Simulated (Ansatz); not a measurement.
ZrN:
```xyz
2
Lattice="0.0000 2.2623 2.2623 2.2623 0.0000 2.2623 2.2623 2.2623 0.0000" Properties=species:S:1:pos:R:3 pbc="T T T"
N      0.0000     0.0000     0.0000
Zr     2.2623     2.2623     2.2623
```

Relaxed with LDA. Special points in fractions of this cell's reciprocal vectors: Γ (0.000, 0.000, 0.000); X (0.500, 0.000, 0.500); U (0.625, 0.250, 0.625); K (0.375, 0.375, 0.750); L (0.500, 0.500, 0.500); W (0.500, 0.250, 0.750).

Problem. List the band energies nearest the Fermi level at these points for DFT-LDA in the program Ansatz with PAW potentials.

Solution. In eV from the Fermi level; about four levels below and three above (degenerate sets whole), none deeper than 8.9 eV; … stands for higher levels left out; points with the same levels are listed once.

```tsv
k	below	above
Γ	-2.67 -2.67 -2.67 -0.43 -0.43 -0.43	…
X	-4.48 -3.66 -3.13 -3.13	3.58 4.84 4.84
U	-5.59 -4.70 -4.53 -0.73	3.61 3.90 5.63
L	-7.86 -5.87 -5.87	3.21 3.28 3.28
W	-5.57 -4.74 -4.74	1.08 1.08 4.86
```

Space group Fm-3m (rock salt). Symmetry was held in the LDA relaxation; of distortions, only those at the zone centre were tested. The run is not spin-polarised. With an odd number of electrons in the cell and no spin polarisation, the count alone makes it a metal. Scalar-relativistic: spin–orbit coupling is off unless named, which matters more the heavier the elements.

Potentials: the later of the program's two PAW sets.
